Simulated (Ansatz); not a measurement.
**MgTlN: relaxation (Ansatz)**

input.yaml:

```yaml
crystal:
  lattice:
    - [7.00109, 0.0, 0.0]
    - [0.0, 4.035799, 0.0]
    - [0.0, 0.0, 8.435517]
  atoms:
    - { symbol: Tl, position: [0.2516, 0.25, 0.3715] }
    - { symbol: Tl, position: [0.2484, 0.75, 0.8715] }
    - { symbol: Tl, position: [0.7516, 0.25, 0.1285] }
    - { symbol: Tl, position: [0.7484, 0.75, 0.6285] }
    - { symbol: Mg, position: [0.1349, 0.25, 0.0564] }
    - { symbol: Mg, position: [0.3651, 0.75, 0.5564] }
    - { symbol: Mg, position: [0.6349, 0.25, 0.4436] }
    - { symbol: Mg, position: [0.8651, 0.75, 0.9436] }
    - { symbol: "N", position: [0.0366, 0.25, 0.6788] }
    - { symbol: "N", position: [0.4634, 0.75, 0.1788] }
    - { symbol: "N", position: [0.5366, 0.25, 0.8212] }
    - { symbol: "N", position: [0.9634, 0.75, 0.3212] }
  symmetry: { tolerance: 0.0003 }
kpoints:
  mp_grid: { grid: [4, 7, 3], shift: [0, 0, 0] }
magnetization:
  spin_polarized: false
scf:
  occupations: { method: fermi_dirac, width: 0.0894 }
  lower_state_search: "off"
hamiltonian:
  pseudopotentials: { kind: paw }
  xc: r2scan
basis:
  ecutwfc: 500
  fft_grid_basis: typed
relax:
  max_steps: 80
  cell: { p_target: 0.0 }
  f_tol: 0.03
output:
  forces: true
  stress: true
  eigenvalues: true
  bader: true
  populations: true
  elf: true
  write_potential: true
  volumetric_format: npy
  dos:
    e_range: [-12, 8]
    de: 0.05
    projected: { site_lists: { Mg: [Mg], "N": ["N"], Tl: [Tl] } }
  write_density: true
checkpoint:
  read: saved_state
```

The command:

```bash
ansatz run input.yaml --threads 2 --pin off --max-ram 2560MiB --backend cpu --events-out ev --progress --plain --runs-dir out
```

Origin of the cell: a known structure type with other elements, at an estimated volume, so it need not be a known compound.

The saved state is a converged single point of the same cell.

Steps («new basis» is an SCF on plane waves selected anew at the same cell):

| step | ΔF (meV/atom) | max force component (eV/Å) | P (GPa) | volume (Å³) | SCF iterations | step was |
| --- | --- | --- | --- | --- | --- | --- |
| 1 | 0.0 | 2.068 | -4.62 | 238.35 | 7 | accepted |
| 2 | -222.9 | 1.520 | -3.99 | 223.49 | 8 | accepted |
| 3 | -433.8 | 1.780 | -0.34 | 207.74 | 8 | accepted |
| 4 | -584.1 | 1.980 | 4.20 | 197.99 | 8 | accepted |
| 5 | -810.9 | 1.001 | 4.01 | 192.31 | 8 | accepted |
| 6 | -985.0 | 1.115 | 1.53 | 189.52 | 8 | accepted |
| 7 | -1121.4 | 1.093 | 2.33 | 185.79 | 7 | accepted |
| 8 | -1235.5 | 0.647 | 2.58 | 186.58 | 8 | accepted |
| 9 | -1314.9 | 0.406 | 2.71 | 189.53 | 8 | accepted |
| 10 | -1360.4 | 0.275 | 2.08 | 190.94 | 9 | accepted |
| 11 | -1380.2 | 0.124 | 0.98 | 194.34 | 9 | accepted |
| 12 | -1391.4 | 0.236 | -0.27 | 198.52 | 9 | accepted |
| 13 | -1399.0 | 0.363 | -0.42 | 197.16 | 9 | accepted |
| 14 | -1409.7 | 0.112 | 0.22 | 195.72 | 8 | accepted |
| 15 | -1422.9 | 0.185 | 0.11 | 196.02 | 8 | accepted |
| 16 | -1444.8 | 0.238 | 0.61 | 195.89 | 8 | accepted |
| 17 | -1468.0 | 0.263 | 0.47 | 198.90 | 9 | accepted |
| 18 | -1484.1 | 0.203 | 0.32 | 202.52 | 9 | accepted |
| 19 | -1489.7 | 0.306 | -1.31 | 205.13 | 9 | accepted |
| 20 | -1498.8 | 0.044 | 0.09 | 203.67 | 8 | accepted |
| 21 | -1499.9 | 0.008 | -0.47 | 206.15 | 9 | accepted |
| 22 | -1500.1 | 0.065 | -0.15 | 204.49 | 7 | accepted |
| 23 | -1500.4 | 0.001 | -0.01 | 204.48 | 7 | accepted |
| 24 | -1523.4 | 0.028 | 1.46 | 204.48 | 9 | new basis |
| 25 | -1537.2 | 0.017 | 1.05 | 210.50 | 8 | accepted |
| 26 | -1545.8 | 0.030 | 0.57 | 216.56 | 8 | accepted |
| 27 | -1550.1 | 0.032 | 0.31 | 222.62 | 8 | accepted |
| 28 | -1551.0 | 0.022 | 0.01 | 226.43 | 7 | accepted |
| 29 | -1551.1 | 0.004 | -0.02 | 227.39 | 8 | accepted |
| 30 | -1551.1 | 0.000 | 0.00 | 227.24 | 6 | accepted |
| 31 | -1551.9 | 0.000 | 0.05 | 227.24 | 7 | new basis |
| 32 | -1551.9 | 0.001 | 0.01 | 228.04 | 7 | accepted |
| 33 | -1551.9 | 0.000 | 0.00 | 228.35 | 9 | accepted |
| 34 | -1552.0 | 0.000 | 0.00 | 228.35 | 4 | new basis |

Step 1, with forces in eV/Å:

```xyz
12
Lattice="7.001 0.000 0.000 0.000 4.036 0.000 0.000 0.000 8.436" Properties=species:S:1:pos:R:3:forces:R:3 pbc="T T T" step=1
Tl    1.761    1.009    3.134   -2.068    0.000   -0.839
Tl    1.739    3.027    7.352    2.068    0.000   -0.839
Tl    5.262    1.009    1.084   -2.068    0.000    0.839
Tl    5.240    3.027    5.302    2.068    0.000    0.839
Mg    0.944    1.009    0.476    0.880    0.000    1.036
Mg    2.556    3.027    4.694   -0.880    0.000    1.036
Mg    4.445    1.009    3.742    0.880    0.000   -1.036
Mg    6.057    3.027    7.960   -0.880    0.000   -1.036
N     0.256    1.009    5.726   -0.378    0.000    0.463
N     3.244    3.027    1.508    0.378    0.000    0.463
N     3.757    1.009    6.927   -0.378    0.000   -0.463
N     6.745    3.027    2.709    0.378    0.000   -0.463
```

Step 4, with forces in eV/Å:

```xyz
12
Lattice="6.359 0.000 0.000 0.000 3.534 0.000 0.000 0.000 8.809" Properties=species:S:1:pos:R:3:forces:R:3 pbc="T T T" step=4
Tl    1.158    0.884    3.360    0.612    0.000    1.980
Tl    2.022    2.651    7.764   -0.612    0.000    1.980
Tl    4.337    0.884    1.045    0.612    0.000   -1.980
Tl    5.202    2.651    5.450   -0.612    0.000   -1.980
Mg    0.981    0.884    0.838   -0.156    0.000   -0.151
Mg    2.199    2.651    5.242    0.156    0.000   -0.151
Mg    4.160    0.884    3.567   -0.156    0.000    0.151
Mg    5.378    2.651    7.972    0.156    0.000    0.151
N     0.097    0.884    6.014    0.766    0.000    0.505
N     3.083    2.651    1.609   -0.766    0.000    0.505
N     3.277    0.884    7.200    0.766    0.000   -0.505
N     6.262    2.651    2.795   -0.766    0.000   -0.505
```

Step 7, with forces in eV/Å:

```xyz
12
Lattice="5.986 0.000 0.000 0.000 3.096 0.000 0.000 0.000 10.024" Properties=species:S:1:pos:R:3:forces:R:3 pbc="T T T" step=7
Tl    1.158    0.774    4.269    0.381    0.000   -0.193
Tl    1.835    2.322    9.281   -0.381    0.000   -0.193
Tl    4.151    0.774    0.743    0.381    0.000    0.193
Tl    4.828    2.322    5.755   -0.381    0.000    0.193
Mg    1.001    0.774    1.583    0.329    0.000    1.093
Mg    1.992    2.322    6.595   -0.329    0.000    1.093
Mg    3.994    0.774    3.429    0.329    0.000   -1.093
Mg    4.985    2.322    8.441   -0.329    0.000   -1.093
N     0.235    0.774    6.992    0.190    0.000    0.185
N     2.758    2.322    1.980   -0.190    0.000    0.185
N     3.228    0.774    8.044    0.190    0.000   -0.185
N     5.751    2.322    3.032   -0.190    0.000   -0.185
```

Step 10, with forces in eV/Å:

```xyz
12
Lattice="5.545 0.000 0.000 0.000 3.076 0.000 0.000 0.000 11.195" Properties=species:S:1:pos:R:3:forces:R:3 pbc="T T T" step=10
Tl    1.312    0.769    5.090   -0.007    0.000    0.275
Tl    1.460    2.307   10.688    0.007    0.000    0.275
Tl    4.085    0.769    0.507   -0.007    0.000   -0.275
Tl    4.232    2.307    6.105    0.007    0.000   -0.275
Mg    1.188    0.769    2.395    0.200    0.000   -0.055
Mg    1.584    2.307    7.992   -0.200    0.000   -0.055
Mg    3.961    0.769    3.203    0.200    0.000    0.055
Mg    4.356    2.307    8.801   -0.200    0.000    0.055
N     0.081    0.769    7.721    0.086    0.000    0.126
N     2.691    2.307    2.123   -0.086    0.000    0.126
N     2.854    0.769    9.072    0.086    0.000   -0.126
N     5.463    2.307    3.474   -0.086    0.000   -0.126
```

Step 13, with forces in eV/Å:

```xyz
12
Lattice="5.803 0.000 0.000 0.000 3.091 0.000 0.000 0.000 10.991" Properties=species:S:1:pos:R:3:forces:R:3 pbc="T T T" step=13
Tl    1.442    0.773    5.422   -0.363    0.000   -0.041
Tl    1.459    2.319   10.917    0.363    0.000   -0.041
Tl    4.343    0.773    0.074   -0.363    0.000    0.041
Tl    4.361    2.319    5.569    0.363    0.000    0.041
Mg    1.704    0.773    2.623    0.126    0.000    0.029
Mg    1.197    2.319    8.118   -0.126    0.000    0.029
Mg    4.605    0.773    2.873    0.126    0.000   -0.029
Mg    4.099    2.319    8.368   -0.126    0.000   -0.029
N    -0.276    0.773    7.612   -0.070    0.000    0.023
N     3.177    2.319    2.117    0.070    0.000    0.023
N     2.625    0.773    8.873   -0.070    0.000   -0.023
N     6.079    2.319    3.378    0.070    0.000   -0.023
```

Step 16, with forces in eV/Å:

```xyz
12
Lattice="5.800 0.000 0.000 0.000 3.079 0.000 0.000 0.000 10.969" Properties=species:S:1:pos:R:3:forces:R:3 pbc="T T T" step=16
Tl    1.407    0.770    5.359    0.217    0.000   -0.232
Tl    1.493    2.309   10.843   -0.217    0.000   -0.232
Tl    4.307    0.770    0.126    0.217    0.000    0.232
Tl    4.393    2.309    5.611   -0.217    0.000    0.232
Mg    2.171    0.770    2.594    0.029    0.000    0.016
Mg    0.729    2.309    8.079   -0.029    0.000    0.016
Mg    5.071    0.770    2.890    0.029    0.000   -0.016
Mg    3.629    2.309    8.375   -0.029    0.000   -0.016
N    -0.725    0.770    7.616   -0.238    0.000   -0.087
N     3.625    2.309    2.131    0.238    0.000   -0.087
N     2.175    0.770    8.838   -0.238    0.000    0.087
N     6.525    2.309    3.353    0.238    0.000    0.087
```

Step 19, with forces in eV/Å:

```xyz
12
Lattice="5.909 0.000 0.000 0.000 3.021 0.000 0.000 0.000 11.494" Properties=species:S:1:pos:R:3:forces:R:3 pbc="T T T" step=19
Tl    1.497    0.755    5.505   -0.115    0.000   -0.306
Tl    1.457    2.265   11.252    0.115    0.000   -0.306
Tl    4.451    0.755    0.242   -0.115    0.000    0.306
Tl    4.412    2.265    5.989    0.115    0.000    0.306
Mg    2.656    0.755    2.753    0.046    0.000    0.108
Mg    0.298    2.265    8.499   -0.046    0.000    0.108
Mg    5.610    0.755    2.994    0.046    0.000   -0.108
Mg    3.253    2.265    8.741   -0.046    0.000   -0.108
N    -1.210    0.755    8.043   -0.085    0.000   -0.060
N     4.165    2.265    2.296    0.085    0.000   -0.060
N     1.744    0.755    9.198   -0.085    0.000    0.060
N     7.119    2.265    3.451    0.085    0.000    0.060
```

Step 22, with forces in eV/Å:

```xyz
12
Lattice="5.882 0.000 0.000 0.000 3.018 0.000 0.000 0.000 11.520" Properties=species:S:1:pos:R:3:forces:R:3 pbc="T T T" step=22
Tl    1.462    0.754    5.473    0.054    0.000   -0.065
Tl    1.480    2.263   11.233   -0.054    0.000   -0.065
Tl    4.403    0.754    0.286    0.054    0.000    0.065
Tl    4.421    2.263    6.046   -0.054    0.000    0.065
Mg    2.948    0.754    2.883   -0.012    0.000    0.017
Mg   -0.007    2.263    8.643    0.012    0.000    0.017
Mg    5.889    0.754    2.877   -0.012    0.000   -0.017
Mg    2.934    2.263    8.637    0.012    0.000   -0.017
N    -1.476    0.754    8.079   -0.003    0.000   -0.027
N     4.417    2.263    2.319    0.003    0.000   -0.027
N     1.466    0.754    9.201   -0.003    0.000    0.027
N     7.358    2.263    3.441    0.003    0.000    0.027
```

Step 26, with forces in eV/Å:

```xyz
12
Lattice="5.823 0.000 0.000 0.000 3.009 0.000 0.000 0.000 12.362" Properties=species:S:1:pos:R:3:forces:R:3 pbc="T T T" step=26
Tl    1.456    0.752    5.710   -0.002    0.000    0.005
Tl    1.455    2.256   11.891    0.002    0.000    0.005
Tl    4.367    0.752    0.471   -0.002    0.000   -0.005
Tl    4.366    2.256    6.653    0.002    0.000   -0.005
Mg    2.912    0.752    3.091    0.001    0.000   -0.002
Mg   -0.001    2.256    9.272   -0.001    0.000   -0.002
Mg    5.823    0.752    3.090    0.001    0.000    0.002
Mg    2.910    2.256    9.271   -0.001    0.000    0.002
N    -1.457    0.752    8.677    0.001    0.000    0.030
N     4.368    2.256    2.496   -0.001    0.000    0.030
N     1.455    0.752    9.866    0.001    0.000   -0.030
N     7.279    2.256    3.685   -0.001    0.000   -0.030
```

Step 34, with forces in eV/Å:

```xyz
12
Lattice="5.752 0.000 0.000 0.000 3.011 0.000 0.000 0.000 13.185" Properties=species:S:1:pos:R:3:forces:R:3 pbc="T T T" step=34
Tl    1.438    0.753    5.949    0.000    0.000    0.000
Tl    1.438    2.258   12.542    0.000    0.000    0.000
Tl    4.314    0.753    0.643    0.000    0.000    0.000
Tl    4.314    2.258    7.235    0.000    0.000    0.000
Mg    2.876    0.753    3.296    0.000    0.000    0.000
Mg    0.000    2.258    9.888    0.000    0.000    0.000
Mg    5.752    0.753    3.296    0.000    0.000    0.000
Mg    2.876    2.258    9.888    0.000    0.000    0.000
N    -1.438    0.753    9.273    0.000    0.000    0.000
N     4.314    2.258    2.681    0.000    0.000    0.000
N     1.438    0.753   10.504    0.000    0.000    0.000
N     7.190    2.258    3.912    0.000    0.000    0.000
```

| Quantity | Value |
| --- | --- |
| Free energy lowered by | 1552.0 meV/atom |
| Volume change | -4.19 % |
| Final pressure | 0.00 GPa |
| Relaxation steps listed | 34 |

Caveats: no spin, though holes on the anions or broken bonds may carry moments; no spin-orbit coupling, though heavy elements are present; the relaxation held the start's symmetry, so the end may be a saddle point.

Time: 16 min on 2 threads of Arm Neoverse V2, with other jobs on the host, peak memory 1.2 GiB, from a saved density.
